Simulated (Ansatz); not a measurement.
TiCl$_{3}$:
```yaml
crystal:
  lattice:
    - [6.01606, 0.00000, 0.00000]
    - [-3.00803, 5.21006, 0.00000]
    - [0.00000, 0.00000, 5.52235]
  atoms:
    - { symbol: Cl, position: [0.31899, 0.00000, 0.25000] }
    - { symbol: Cl, position: [0.31899, 0.31899, 0.75000] }
    - { symbol: Cl, position: [0.00000, 0.31899, 0.25000] }
    - { symbol: Cl, position: [0.68101, 0.00000, 0.75000] }
    - { symbol: Cl, position: [0.68101, 0.68101, 0.25000] }
    - { symbol: Cl, position: [0.00000, 0.68101, 0.75000] }
    - { symbol: Ti, position: [0.00000, 0.00000, 0.00000] }
    - { symbol: Ti, position: [0.00000, 0.00000, 0.50000] }
```

Relaxed with LDA. Special points in fractions of this cell's reciprocal vectors: Γ (0.000, 0.000, 0.000); M (0.500, 0.000, 0.000); K (0.333, 0.333, 0.000); A (0.000, 0.000, 0.500); L (0.500, 0.000, 0.500); H (0.333, 0.333, 0.500).

### Question
List the band energies nearest the Fermi level at these points for DFT-LDA in the program Ansatz with PAW potentials.

### Answer
In eV from the Fermi level; about four levels below and three above (degenerate sets whole), none deeper than 8.9 eV; points with the same levels are listed once.

```csv
k,below,above
Γ,-2.93 -2.93 -2.85 -1.37,0.39 0.39 0.39 0.39
M,-3.15 -2.79 -1.47 -0.08,0.36 0.37 0.37
K,-3.57 -3.24 -2.68 -1.52,0.10 0.10 0.37 0.37
A,-3.12 -3.12 -3.12 -3.12,0.20 0.20 0.23 0.23 0.23 0.23
L,-3.46 -3.46 -3.24 -3.24,0.09 0.09 0.21 0.21
H,-3.52 -3.52 -3.52 -3.52 -3.16 -3.16,0.14 0.14 0.14 0.14
```

Space group P6_3/mcm. The workflow started from an entry of the Crystallography Open Database (COD), which files this formula under 6 space groups. Its standing as an ambient phase is unchecked. The LDA relaxation kept the symmetry of its start; its stability against distortions is not shown here. The run is not spin-polarised. A crystal of weakly bound chains computed without a dispersion correction: the cell and the soft elastic constants depend strongly on that. Without spin polarisation and U, an open-shell compound can come out a false metal.

Potentials: the later of the program's two PAW sets.
